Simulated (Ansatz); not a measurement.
Ca$_{3}$SbN:
```yaml
crystal:
  lattice:
    - [4.80312, 0.00000, 0.00000]
    - [0.00000, 4.80312, 0.00000]
    - [0.00000, 0.00000, 4.80312]
  atoms:
    - { symbol: Ca, position: [0.00000, 0.50000, 0.50000] }
    - { symbol: Ca, position: [0.50000, 0.00000, 0.50000] }
    - { symbol: Ca, position: [0.50000, 0.50000, 0.00000] }
    - { symbol: Sb, position: [0.00000, 0.00000, 0.00000] }
    - { symbol: N, position: [0.50000, 0.50000, 0.50000] }
```

This is the PBEsol-relaxed structure.

**Question.** All from DFT-PBEsol in the program Ansatz with PAW potentials, unless another level is named. Estimate the Poisson's ratio.

**Answer.** 0.17.

**Question.** Give the elastic constants (relaxed ions, GPa).

**Answer.** C11 = 135, C12 = 26.1, C44 = 52.7.

Space group Pm-3m (anti-perovskite). The workflow started from a Materials Project entry (that database holds measured and hypothetical structures alike); the Crystallography Open Database copy checked does not list it. Whether it is the stable phase at ambient conditions was not checked. The PBEsol relaxation kept the symmetry of its start; its stability against distortions is not shown here. Spin–orbit coupling is left out wherever it is not named.

Potentials: the later of the program's two PAW sets.
